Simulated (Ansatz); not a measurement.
ZnO:
```yaml
crystal:
  lattice:
    - [3.27935, 0.00000, 0.00000]
    - [-1.63968, 2.84000, 0.00000]
    - [0.00000, 0.00000, 5.29369]
  atoms:
    - { symbol: Zn, position: [0.66667, 0.33333, 0.00213] }
    - { symbol: Zn, position: [0.33333, 0.66667, 0.50213] }
    - { symbol: O, position: [0.66667, 0.33333, 0.62307] }
    - { symbol: O, position: [0.33333, 0.66667, 0.12307] }
```

Relaxed with PBE.

Question: Give the Bader charges and basin volumes of the independent atoms, the program Ansatz at the PBE level (PAW).

Answer: 

| atom | Bader charge (e) | Bader volume (Å³) |
|---|---|---|
| Zn1 | +1.21 | 11.3 |
| O3 | -1.21 | 13.4 |

Space group P6_3mc (wurtzite). The PBE relaxation kept the symmetry of its start.

Potentials: the later of the program's two PAW sets.
